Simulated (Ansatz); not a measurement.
LiC6:
Space group P6/mmm (No. 191); a = b = 4.302 Å, c = 3.624 Å, α = β = 90.00°, γ = 120.00°

```json
[
 {"atom": "C", "site": "6j", "symmetry": "m2m", "x": "0.0000", "y": "0.3336", "z": "0.0000"},
 {"atom": "Li", "site": "1b", "symmetry": "6/mmm", "x": "0.0000", "y": "0.0000", "z": "0.5000"}
]
```

Relaxed at zero pressure with DFT-r²SCAN+D4 in the program Ansatz with PAW potentials.

### Question
The volume is raised by 9 % and shape and atoms relax at that volume. What pressure results, and how do the axes share the change?

### Answer
-5.0 GPa; a 0.5 %, b 0.5 %, c 7.9 %; the energy rises by 13 meV/atom.

### Question
Give the new structure.

### Answer

Space group P6/mmm (No. 191); a = b = 4.324 Å, c = 3.910 Å, α = β = 90.00°, γ = 120.00°

```csv
atom,site,symmetry,x,y,z
C,6j,m2m,0.0000,0.3335,0.0000
Li,1b,6/mmm,0.0000,0.0000,0.5000
```

The phase is kept; no other phase was compared at this pressure.

A made-up cell: these elements were put on the sites of a structure type; the Crystallography Open Database copy checked does not list it. Whether it is the stable phase at ambient conditions was not checked. The cell was relaxed with r²SCAN+D4 under the symmetry of its start; whether a distortion lowers the energy is not shown.

Potentials: the later of the program's two PAW sets.
